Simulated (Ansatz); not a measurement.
Input:

Cu₃Ge:
Space group P-6m2 (No. 187); a = 2.700 Å, b = 2.700 Å, c = 8.177 Å, α = 90.00°, β = 90.00°, γ = 120.00°

```csv
atom,site,symmetry,x,y,z
Cu,1b,-6m2,0.0000,0.0000,0.5000
Cu,2i,3m.,0.6667,0.3333,0.2575
Ge,1a,-6m2,0.0000,0.0000,0.0000
```

This is the r²SCAN-relaxed structure.

Q: All from r²SCAN in the plane-wave PAW code Ansatz, unless another level is named. Predict the bulk modulus (Birch–Murnaghan fit).

A: 128 GPa.

Q: Next, the highest zone-centre frequency?

A: 235 cm⁻¹.

The first step of the workflow began from a Materials Project structure, measured or hypothetical; the Crystallography Open Database copy checked does not list it. Whether it is the stable phase at ambient conditions was not checked. The cell was relaxed with r²SCAN under the symmetry of its start; whether a distortion lowers the energy is not shown. No spin polarisation was allowed. Its formation energy is positive at this level, so the cell may be metastable or incomplete. As this level gives no gap, phonon frequencies hold no LO–TO term and depend on the k-mesh and smearing (Fermi–Dirac, 0.1 eV here).

Potentials: the later of the program's two PAW sets.
